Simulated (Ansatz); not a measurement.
NMR crystallography of La3GeI3: given against relaxed positions

Start: a structure deposited in the COD, taken as it stands.

Space group I4_132 (No. 214); a = 12.6036 Å.

```csv
site,Wyckoff,site symmetry,x,y,z
La,24g,..2,0.3631,0.8750,0.3869
Ge,8a,.32,0.8750,0.3750,0.1250
I,24h,..2,0.6250,0.8844,0.3656
```

One atom of each set is listed; the run and its k-mesh use a cell of 28 atoms with edges of 10.92, 10.92, 10.92 Å.

The numbers come from a DFT calculation in Ansatz (PBE, plane waves and PAW, scalar-relativistic, 420 eV cutoff, Γ-centred 4×4×4 k-points, Fermi–Dirac smearing 0.05 eV).

The largest force at the start is 0.22 eV/Å. Relaxing the ions at fixed cell moves them by 0.025 Å at most (atom 6, La) and 0.017 Å rms. End positions:

La (0.3617, 0.8750, 0.3883)
Ge (0.8750, 0.3750, 0.1250)
I (0.6250, 0.8850, 0.3650)

```
site  moved (Å)                  first shell before                   first shell after  V_zz before (10²¹ V/m²)  η before
  La      0.025  2 Ge at 3.00 Å, 4 I at 3.28–3.31 Å  2 Ge at 2.99 Å, 4 I at 3.29–3.33 Å                     6.71      0.46
  Ge      0.000                      6 La at 3.00 Å                      6 La at 2.99 Å                     0.80      0.00
   I      0.010                 4 La at 3.28–3.31 Å                 4 La at 3.29–3.33 Å                     7.68      0.19
```

Q: What are V_zz and η after the relaxation?

A: 

| site | V_zz after | η after | change of V_zz |
| --- | --- | --- | --- |
| La | 6.83 | 0.49 | +0.12 |
| Ge | 0.83 | 0.00 | +0.03 |
| I | 7.83 | 0.30 | +0.15 |

The largest change of V_zz is on I, from 7.68 to 7.83. In per cent, |V_zz| changes by +2 on La, +2 on I (all sites that start above 2).

The run finds no gap above 0.1 eV (a metal, or nearly one), so the gradients can move by 10 % or more with the k-mesh. Without spin–orbit coupling the gradients at and beside I can be off by some per cent, at some sites by more.
